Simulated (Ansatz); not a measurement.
A geometry of Ti away from equilibrium: step 18 of the relaxation of a generated trial cell of Ti in the AFLOW prototype A_hR12_166_2h (as in B). Level of theory: r2SCAN (plane waves to 500 eV, PAW, scalar-relativistic; Ansatz, an electronic-structure program). Γ-centred k-mesh 5×5×5 on the run's cell (coarser than for final values), Fermi–Dirac smearing 0.05 eV.

```xyz
12
Lattice="2.8858 1.6661 8.0896 -2.8858 1.6661 8.0896 0.0000 -3.3322 8.0896" Properties=species:S:1:pos:R:3 pbc="T T T"
Ti    -1.4144     0.8166     5.3518
Ti     0.0000    -1.6332     5.3518
Ti     1.4144     0.8166     5.3518
Ti     1.4144    -0.8166    18.9169
Ti     0.0000     1.6332    18.9169
Ti    -1.4144    -0.8166    18.9169
Ti    -1.3152     0.7593     8.9519
Ti     0.0000    -1.5186     8.9519
Ti     1.3152     0.7593     8.9519
Ti     1.3152    -0.7593    15.3169
Ti     0.0000     1.5186    15.3169
Ti    -1.3152    -0.7593    15.3169
```

Q: Predict the force on each atom, in eV/Å.

A: 
| atom | Fx | Fy | Fz |
|---|---|---|---|
| Ti1 | 0.00 | 0.00 | -0.05 |
| Ti2 | 0.00 | 0.00 | -0.05 |
| Ti3 | 0.00 | 0.00 | -0.05 |
| Ti4 | 0.00 | 0.00 | 0.05 |
| Ti5 | 0.00 | 0.00 | 0.05 |
| Ti6 | 0.00 | 0.00 | 0.05 |
| Ti7 | 0.00 | 0.00 | 0.03 |
| Ti8 | 0.00 | 0.00 | 0.03 |
| Ti9 | 0.00 | 0.00 | 0.03 |
| Ti10 | 0.00 | 0.00 | -0.03 |
| Ti11 | 0.00 | 0.00 | -0.03 |
| Ti12 | 0.00 | 0.00 | -0.03 |

Q: What is the pressure?

A: +2.1 GPa, compression positive.

Q: How far above the relaxed end point is this geometry?

A: 0.08 eV/atom; the path ends in R-3m (No. 166).

No spin polarisation in the result.

The run could not lose the symmetry of its start: the end is stationary, and may be a saddle point rather than a minimum.

The end of the path is a generated cell of Ti: the first start was made by placing the elements on the sites of a structure type, and the end was not matched to a known phase here, so it may be hypothetical. Known forms of Ti include space group No. 194.
